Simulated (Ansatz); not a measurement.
Cu Kα1 powder pattern (kinematic, no thermal factors).
```tsv
2θ (°)	relative intensity	assignment
20.01	12	1 1 0
28.44	100	2 0 0
35.02	6	2 1 1
40.66	76	2 2 0
45.71	3	3 1 0
50.36	27	2 2 2
54.72	3	3 2 1
58.85	12	4 0 0
62.81	2	4 1 1
66.64	34	4 2 0
73.98	25	4 2 2
77.55	2	5 1 0
84.56	1	5 2 1
88.02	8	4 4 0
```

The pattern is computed from a structure relaxed with DFT PBE, scalar-relativistic, plane waves, PAW (Ansatz 0.2.0). Collinear spin, ending at 3.0 μB a primitive cell. Its elements are Fe, La.

Question: Give the structure.

Answer: La3Fe.
Space group Im-3m (No. 229). a = 6.272 Å, b = 6.272 Å, c = 6.272 Å, α = 90.00°, β = 90.00°, γ = 90.00°
```json
{"atom": "La", "site": "6b", "symmetry": "4/mm.m", "x": "0.5000", "y": "0.0000", "z": "0.0000"}
{"atom": "Fe", "site": "2a", "symmetry": "m-3m", "x": "0.0000", "y": "0.0000", "z": "0.0000"}
```

A pattern alone doesn't exclude other cells with like lines; this is the one computed.

The structure comes from a generated guess; another structure or a mixture of phases may lie lower.
